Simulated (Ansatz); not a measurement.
input.yaml

```yaml
crystal:
  lattice:
    - [0.0, 4.546428349, 4.546428349]
    - [4.546428349, 0.0, 4.546428349]
    - [4.546428349, 4.546428349, 0.0]
  atoms:
    - { symbol: Li, position: [0.125, 0.125, 0.125] }
    - { symbol: Li, position: [0.625, 0.125, 0.125] }
    - { symbol: Li, position: [0.125, 0.125, 0.625] }
    - { symbol: Li, position: [0.125, 0.625, 0.125] }
    - { symbol: Ca, position: [0.5, 0.5, 0.5] }
    - { symbol: Ca, position: [0.75, 0.75, 0.75] }
basis:
  ecutwfc: 500
kpoints:
  mp_grid: { grid: [8, 8, 8] }
hamiltonian:
  xc: r2scan
scf:
  occupations: { method: gaussian, width: 0.1 }
output:
  forces: true
  stress: true
  eigenvalues: true
```

Run as
```bash
ansatz run input.yaml --threads 1 --pin off --max-ram 2560MiB --backend cpu --events-out ev --progress --plain --runs-dir out
```

These are results of DFT r2SCAN, scalar-relativistic, plane waves, PAW (Ansatz), not measurements.

Part of what the program printed, abridged (iterations and final results):

```
SCF iter   1: F=—  HF=-4463.934849 eV  |F-HF|=—  |Δ(HF+E_count)|=         —  Δρ=3.59e-3  dr2=3.14e-2  dr2_τ=2.80e-3  ethr=1.77e-3  ⟨swp⟩=8.3  Hψ=3825  notcnv=0
SCF iter   2: F=—  HF=-4463.958273 eV  |F-HF|=—  |Δ(HF+E_count)|=   2.34e-2  Δρ=1.81e-3  dr2=1.14e-2  dr2_τ=1.76e-4  ethr=9.81e-5  ⟨swp⟩=3.0  Hψ=1486  notcnv=0  defer=19
SCF iter   3: F=—  HF=-4463.956048 eV  |F-HF|=—  |Δ(HF+E_count)|=   2.23e-3  Δρ=4.85e-4  dr2=1.07e-3  dr2_τ=3.85e-5  ethr=3.55e-5  ⟨swp⟩=3.0  Hψ=1079  notcnv=0  defer=19
SCF iter   4: F=—  HF=-4463.956025 eV  |F-HF|=—  |Δ(HF+E_count)|=   2.22e-5  Δρ=1.22e-4  dr2=3.30e-5  dr2_τ=2.66e-6  ethr=3.33e-6  ⟨swp⟩=3.0  Hψ=1025  notcnv=0  defer=19
SCF iter   5: F=—  HF=-4463.955959 eV  |F-HF|=—  |Δ(HF+E_count)|=   6.66e-5  Δρ=2.91e-5  dr2=2.01e-6  dr2_τ=2.76e-7  ethr=1.03e-7  ⟨swp⟩=2.4  Hψ=1111  notcnv=0  defer=19
SCF iter   6: F=—  HF=-4463.955958 eV  |F-HF|=—  |Δ(HF+E_count)|=   4.62e-7  Δρ=8.57e-6  dr2=1.76e-7  dr2_τ=1.19e-8  ethr=6.30e-9  ⟨swp⟩=2.2  Hψ=755  notcnv=0  defer=19
SCF iter   7: F=-4463.955958 eV  HF=-4463.955958 eV  |F-HF|=5.12e-9  |Δ(HF+E_count)|=   1.32e-9  Δρ=1.81e-6  dr2=6.79e-9  dr2_τ=7.84e-10  ethr=3.13e-10  ⟨swp⟩=8.3  Hψ=2732  notcnv=0
SCF 1 converged in 7 iterations: F = -4463.955958 eV  dr2 = 6.79e-9
SCF converged after 7 iterations
Free energy (F): -4463.955958 eV
Harris-Foulkes:  -4463.955958 eV  (|F-HF|=5.12e-9)
Internal energy: -4463.938547 eV  (E = F + TS)
E sigma→0 (E₀):  -4463.947253 eV
Entropy (-TS):   -0.017411 eV (-2.902 meV/atom)
Fermi energy:    2.489012 eV
--- Per-component energies (eV) ---
  E_band       = -786.044765
  E_kinetic    = 630.918463
  E_local      = -2415.272967  (includes V_loc(G=0)·N_el)
  E_nonlocal   = -7.554005
  E_hartree    = 799.893585
  E_xc         = -306.529676
  E_vxc        = -434.925706  (∫ρ·V_xc dr)
  E_paw        = -1814.450541  (= ΣΔE_a)
  E_vpaw       = -185.460799  (= ΣTr[D̂ρ^β])
  E_aug_tail   = -0.000409  (compensation charges beyond the density's cutoff)
  E_vtau       = 26.464496  (kinetic-family band-sum trace: ∫τ·v_τ [+ j·A + Jᵃ·Aᵃ] dr)
  E_ewald      = -1350.501666
  E_core_change = -0.441331  (= ΣΔE_core)
  E_smearing   = -0.017411  (= −TS)
--- Forces (eV/Å), atoms counted from 1 ---
  atom   1  Li     0.00000000     0.00000000     0.00000000
  atom   2  Li     0.00000000     0.00000000     0.00000000
  atom   3  Li     0.00000000     0.00000000     0.00000000
  atom   4  Li     0.00000000     0.00000000     0.00000000
  atom   5  Ca     0.00000000     0.00000000     0.00000000
  atom   6  Ca     0.00000000     0.00000000     0.00000000
--- Stress (GPa, compression-positive) ---
       -1.283718       0.000000       0.000000
        0.000000      -1.283718       0.000000
        0.000000       0.000000      -1.283718
  P = ⅓ Tr σ = -1.2837 GPa (-12.837 kbar)
--- Band table (eV; the first three rows and the last of 29) ---
  k-point 0: bands = ["-45.7667", "-45.7596", "-45.7596", "-45.7596", "-41.7081", "-41.6997", "-21.8010", "-21.8010", "-21.8010", "-21.7651", "-21.7651", "-21.7651", "-1.4648", "2.7192", "2.7192", "2.7192", "3.0603", "3.1539", "3.1539", "3.3811", "3.3811", "3.3811"]
  k-point 1: bands = ["-45.7665", "-45.7598", "-45.7596", "-45.7596", "-41.7078", "-41.7000", "-21.8016", "-21.8016", "-21.8008", "-21.7654", "-21.7645", "-21.7645", "-1.3776", "2.2486", "2.7000", "2.7000", "2.8817", "3.1194", "3.1194", "3.4640", "3.4640", "3.7695"]
  k-point 2: bands = ["-45.7659", "-45.7604", "-45.7596", "-45.7596", "-41.7072", "-41.7006", "-21.8029", "-21.8029", "-21.8001", "-21.7662", "-21.7633", "-21.7633", "-1.1192", "1.4267", "2.6728", "2.6728", "2.8110", "3.0412", "3.0412", "3.6518", "3.6518", "3.9039"]
  k-point 28: bands = ["-45.7631", "-45.7631", "-45.7596", "-45.7596", "-41.7039", "-41.7039", "-21.8080", "-21.8080", "-21.7833", "-21.7833", "-21.7583", "-21.7583", "0.6785", "0.6785", "0.8021", "0.8021", "3.3833", "3.3833", "3.5177", "3.5177", "4.5393", "4.5393"]
```

Self-consistency was reached.

The run took 17 s on 1 thread of Arm Neoverse V1, with other jobs on the host, peak memory 0.91 GiB.